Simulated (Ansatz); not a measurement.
**Ionic part of the dielectric constant of CO$_{2}$, mode by mode**

The calculation used DFT LDA, scalar-relativistic, plane waves, PAW in Ansatz. Cutoff 420 eV, 8×8×8 k-points (Γ-centred), fixed occupations. No spin polarisation. Phonons by linear response, acoustic sum rule imposed.

The structure is tetragonal, space group I-42d (No. 122). Conventional cell: a = 3.868 Å, b = 3.868 Å, c = 5.895 Å, α = 90.00°, β = 90.00°, γ = 90.00°. C (site symmetry -4) has 4 O at 1.38 Å as nearest neighbours. O (site symmetry 2) is surrounded by 2 C at 1.38 Å.

The primitive cell has V = 44.11 Å³ and ε∞,xx = 3.219. Each polar mode adds Δε = (4.92064×10⁷/V)·S/ν² along x, with S its oscillator strength in e²/amu, ν in cm⁻¹ and V in Å³.

Problem. From these modes, find each Δε and ε0,xx.
```json
{"ν (cm⁻¹)": "354.7", "S_xx (e²/amu)": "0.01116"}
{"ν (cm⁻¹)": "865.9", "S_xx (e²/amu)": "0.323"}
{"ν (cm⁻¹)": "923.1", "S_xx (e²/amu)": "1.575"}
{"ν (cm⁻¹)": "1082.8", "S_xx (e²/amu)": "0.2657"}
```

Solution.
| ν (cm⁻¹) | Δε |
| --- | --- |
| 354.7 | 0.10 |
| 865.9 | 0.48 |
| 923.1 | 2.06 |
| 1082.8 | 0.25 |

The sum is 2.894, so ε0,xx = 6.11; the run's tensor has 6.11.

Problem. Where do the longitudinal modes lie for a wave vector along x?

Solution. At 357, 875, 1053, 1286 cm⁻¹. The Lyddane–Sachs–Teller product Π(ν_LO/ν_TO)² = 1.90 matches ε0/ε∞ = 1.90.

This form isn't the usual stable structure of the compound.

Cost: 1 run of about 21 core-minutes, on Intel Xeon Processor @ 2.50GHz (Skylake/Cascade Lake) (shared hosts).